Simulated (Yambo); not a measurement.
A G0W0@PBEsol run in Yambo for a free-standing CaHBr monolayer (symmetry P4/nmm, slab cell 19.6 Å high) (4×4×1 Γ-centred k mesh, 220 bands and a 5 Ry block in the screening, 220 bands in G with the Bruneval-Gonze terminator, plasmon pole fitted at 27.2 eV, slab-truncated Coulomb interaction, stochastic integration of W near q = 0) gives these matrix elements, in eV, at the band edges (Γ → Γ):

| state | E0 | <Vxc> | <Σx> | <Σc(E0)> | Z |
|---|---|---|---|---|---|
| valence edge | 0.000 | -11.487 | -14.140 | 1.325 | 0.811 |
| conduction edge | 4.089 | -11.824 | -6.184 | -3.349 | 0.833 |

Problem. Solve the linearised quasiparticle equation for both states, give the gap, and say how exchange and correlation each act on it.

Solution. E = E0 + Z(Σx + Σc − Vxc). Valence: 0.000 + 0.811 × (-14.140 + (1.325) − (-11.487)) = -1.08 eV. Conduction: 4.089 + 0.833 × (-6.184 + (-3.349) − (-11.824)) = 6.00 eV. The gap is 7.07 eV, against 4.09 eV in PBEsol. Replacing Vxc by bare exchange alone would open it by 8.29 eV; correlation takes back 4.67 eV of that, and Z scales what is left. Convergence of the G0W0 settings was not tested. 

Spin-orbit coupling is included.

Geometry relaxed with PBEsol; primitive cell a = 3.7727 Å, b = 3.7727 Å, c = 19.6000 Å, α = 90.00°, β = 90.00°, γ = 90.00°.

This is a model layer cut from the bulk structure; whether it is stable on its own was not checked.
